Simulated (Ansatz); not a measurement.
The relaxed structure here is a generated cell of Cr2N: the first start was made by placing the elements on the sites of a structure type, and the end was not matched to a known phase here, so it may be hypothetical.

The end point of a relaxation of Cr₂N. Space group I4/mmm (No. 139). Method: PBE (plane waves to 420 eV, PAW, scalar-relativistic; Ansatz, a program for electronic structure).

Space group I4/mmm (No. 139); a = 2.5054 Å, b = 2.5054 Å, c = 8.7449 Å, α = 90.00°, β = 90.00°, γ = 90.00°

| atom | site | symmetry | x | y | z |
|---|---|---|---|---|---|
| N | 2a | 4/mmm | 0.0000 | 0.0000 | 0.0000 |
| Cr | 4e | 4mm | 0.0000 | 0.0000 | 0.3648 |
(The calculation used a cell of 3 atoms; values per cell refer to that cell.)

### Question
What magnetic moment does PBE give?

### Answer
Zero (the starting moments vanished).

No spin polarisation in the result: the starting moments vanished. The relaxed primitive cell holds an odd number of electrons. A magnetic state may lie lower.

The run could not lose the symmetry of its start, so the end can be a saddle point.
